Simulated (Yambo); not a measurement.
Yambo run on CsNO$_{3}$ (space group Pmmn, No. 59). The wavefunctions come from this Quantum ESPRESSO step (PBEsol, PseudoDojo standard norm-conserving files, scalar-relativistic):

```
&CONTROL
  calculation = 'nscf'
  pseudo_dir = './pseudo'
  outdir = './out'
/
&SYSTEM
  ibrav = 0
  nat = 10
  ntyp = 3
  ecutwfc = 84.0
  ecutrho = 336.0
  occupations = 'fixed'
  force_symmorphic = .true.
  nbnd = 322
/
&ELECTRONS
  conv_thr = 1e-08
  diago_full_acc = .true.
  diago_thr_init = 1e-08
/
ATOMIC_SPECIES
N 14.0070 N.upf
O 15.9990 O.upf
Cs 132.9055 Cs.upf
CELL_PARAMETERS angstrom
  5.550440000000   0.000000000000   0.000000000000
  0.000000000000   6.154940000000   0.000000000000
  0.000000000000   0.000000000000   5.079350000000
ATOMIC_POSITIONS crystal
N   0.000000000000   0.000000000000   0.005960000000
N   0.500000000000   0.500000000000   0.994040000000
O   0.500000000000   0.677490000000   0.118320000000
O   0.500000000000   0.322510000000   0.118320000000
O   0.000000000000   0.822510000000   0.881680000000
O   0.000000000000   0.177490000000   0.881680000000
O   0.500000000000   0.500000000000   0.745310000000
O   0.000000000000   0.000000000000   0.254690000000
Cs   0.500000000000   0.000000000000   0.598300000000
Cs   0.000000000000   0.500000000000   0.401700000000
K_POINTS automatic
2 2 2 0 0 0
```

Yambo input:

```
rim_cut
gw0
dyson
el_el_corr
HF_and_locXC
ppa
em1d
RandQpts= 1000000
RandGvec= 1 Ry
EXXRLvcs= 84 Ry
VXCRLvcs= 336 Ry
Chimod= "HARTREE"
% BndsRnXp
 1 | 321 |
%
NGsBlkXp= 8 Ry
% LongDrXp
 1.0 | 1.0 | 1.0 |
%
PPAPntXp= 27.2114 eV
% GbndRnge
 1 | 321 |
%
GTermKind= "BG"
DysSolver= "n"
ExtendOut
% QPkrange
 1 | 1 | 32 | 33 |
 2 | 2 | 32 | 33 |
 4 | 4 | 32 | 33 |
 5 | 5 | 32 | 33 |
 6 | 6 | 32 | 33 |
 7 | 7 | 32 | 33 |
 8 | 8 | 32 | 33 |
%
```

k points by index: 1 = Γ, 2 = (0, 0, -0.5), 4 = (0, -0.5, -0.5), 5 = (-0.5, 0, 0), 6 = (-0.5, 0, -0.5), 7 = (-0.5, -0.5, 0), 8 = (-0.5, -0.5, -0.5).

Table of the .qp output:

```
#    K-point    Band    Eo [eV]    E [eV]    E-Eo [eV]    Vxc [eV]    Vnlxc [eV]    Sc|Eo [eV]    Sc|E [eV]    dSc/dw|Eo [eV]    Re(Z)    Im(Z)
#
    1    32    -0.187232    -1.851087    -1.663855    -19.83636    -26.31804    4.404286    4.817825    -6.762554    0.800946    -0.001373
    1    33    3.297666    5.546770    2.249104    -18.13758    -13.17317    -2.210284    -2.715307    -6.109980    0.816633    -0.001061
    2    32    0.000000    -1.628272    -1.628272    -20.28814    -26.77945    4.456317    4.863036    -6.796403    0.800150    -0.001282
    2    33    3.088235    5.269867    2.181632    -17.35833    -12.40938    -2.292040    -2.767318    -5.927943    0.821119    -0.001012
    4    32    -0.107970    -1.756303    -1.648333    -19.99807    -26.47261    4.415992    4.826204    -6.771338    0.800739    -0.001336
    4    33    3.474285    5.791963    2.317678    -18.58765    -13.53819    -2.199912    -2.731780    -6.244461    0.813352    -0.673065E-3
    5    32    -0.201018    -1.860251    -1.659234    -19.73409    -26.14495    4.341306    4.751626    -6.728604    0.801748    -0.001378
    5    33    3.264289    5.471845    2.207556    -17.77801    -12.87221    -2.209054    -2.698240    -6.029779    0.818604    -0.969044E-3
    6    32    -0.043122    -1.677512    -1.634390    -20.20811    -26.69792    4.447188    4.855414    -6.796049    0.800158    -0.001297
    6    33    3.399018    5.644124    2.245107    -18.04701    -13.10752    -2.190641    -2.694377    -6.105261    0.816749    -0.995425E-3
    7    32    -0.343145    -2.027463    -1.684319    -19.32714    -25.73878    4.311481    4.727319    -6.717388    0.802012    -0.001654
    7    33    3.247490    5.435565    2.188074    -17.65485    -12.78516    -2.198861    -2.681611    -6.003421    0.819253    -0.001006
    8    32    -0.104428    -1.751905    -1.647477    -20.01877    -26.49881    4.422204    4.832557    -6.777174    0.800602    -0.001344
    8    33    3.533583    5.881075    2.347492    -18.83108    -13.76980    -2.168856    -2.713787    -6.316512    0.811603    -0.959195E-3
```
(The two width columns are left out.) Convergence of these settings isn't established.

Geometry of the Materials Project entry, not relaxed at this level.

The structure is a Materials Project entry; no match was found in the copy of COD used, and its stability was not checked.
